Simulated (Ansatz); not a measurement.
Relaxed-ion elastic tensor of TiTe$_{2}$ (CdI2 type, space group No. 164) in GPa (Voigt order), the program Ansatz at the r²SCAN+D4 level (PAW); density 6.08 g/cm³, 27.60 Å³ per atom.

|  | 1 | 2 | 3 | 4 | 5 | 6 |
|---|---|---|---|---|---|---|
| 1 | 81.5 | 19.2 | 14.5 | -4.9 | 0.0 | 0.0 |
| 2 | 19.2 | 81.5 | 14.5 | 4.9 | 0.0 | 0.0 |
| 3 | 14.5 | 14.5 | 30.1 | 0.0 | 0.0 | 0.0 |
| 4 | -4.9 | 4.9 | 0.0 | 14.0 | 0.0 | 0.0 |
| 5 | 0.0 | 0.0 | 0.0 | 0.0 | 14.0 | -4.9 |
| 6 | 0.0 | 0.0 | 0.0 | 0.0 | -4.9 | 31.1 |

**Question.** Is the crystal mechanically stable?

**Answer.** Yes: the smallest eigenvalue of C is 12.7 GPa.

**Question.** Work out the Voigt, Reuss and Hill averages.

**Answer.** K_V = 32.2, K_R = 25.4, K_H = 28.8; G_V = 21.5, G_R = 17.1, G_H = 19.3 GPa.

**Question.** Give Young's modulus, Poisson's ratio, Pugh's ratio and the universal anisotropy index.

**Answer.** E = 9KG/(3K + G) = 47.3 GPa; ν = 0.23; K/G = 1.49 (brittle by the Pugh limit of 1.75); A_U = 5G_V/G_R + K_V/K_R − 6 = 1.56.

**Question.** Estimate the sound speeds and the Debye temperature.

**Answer.** v_l = √((K + 4G/3)/ρ) = 2990 m/s, v_t = √(G/ρ) = 1780 m/s, mean 1970 m/s; Θ = (h/k)(3n/4πV)^(1/3) v_m = 194 K.

**Question.** How much does each axis shrink under pressure?

**Answer.** Linear compressibilities β_i = Σ_j S_ij (j = 1 to 3): x 6.0, y 6.0, z 27 per TPa.

Space group P-3m1 (CdI2 type). Symmetry was held in the r²SCAN+D4 relaxation; of distortions, only those at the zone centre were tested. No spin polarisation was allowed. As this level gives no gap, shear constants depend on the k-mesh and smearing (Fermi–Dirac, 0.1 eV here). Scalar-relativistic: spin–orbit coupling is off unless named, which matters more the heavier the elements.

Potentials: the later of the program's two PAW sets.
